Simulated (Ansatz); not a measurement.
Computed properties of LuHg

LuHg:
```yaml
crystal:
  lattice:
    - [3.61713, 0.00000, 0.00000]
    - [0.00000, 3.61713, 0.00000]
    - [0.00000, 0.00000, 3.61713]
  atoms:
    - { symbol: Hg, position: [0.00000, 0.00000, 0.00000] }
    - { symbol: Lu, position: [0.50000, 0.50000, 0.50000] }
```

Space group Pm-3m (No. 221), CsCl type; conventional cell a = 3.6171 Å, b = 3.6171 Å, c = 3.6171 Å, α = 90.00°, β = 90.00°, γ = 90.00°.

Method: DFT-r²SCAN in the program Ansatz with PAW potentials. Geometry: relaxed at this level of theory. Other levels are named where they apply.

### Cell and energy

- Volume per atom: 23.66 Å³
- Density: 13.18 g/cm³
- Formation energy from the elements (no fitted shifts): -0.52 eV/atom

### Electronic structure

- Electronic character: metallic (no gap)
- Density of states at the Fermi level: 0.53 states/eV per atom (mean over ±0.08 eV)
- Gap with spin–orbit coupling: none (metallic)

### Mechanics

* **Bulk modulus (Birch–Murnaghan fit)**: 81.6 GPa
* **Pressure derivative B′**: 4.7

### Charges

- Bader charges: Hg -1.60, Lu +1.60 e

The workflow started from an entry of the Crystallography Open Database (COD). Whether it is the stable phase at ambient conditions was not checked. Symmetry was held in the r²SCAN relaxation; whether a distortion lowers the energy is not shown. The references are the lowest solids computed at this level, not always the standard phases. Spin–orbit coupling is left out wherever it is not named.

Potentials: the later of the program's two PAW sets.
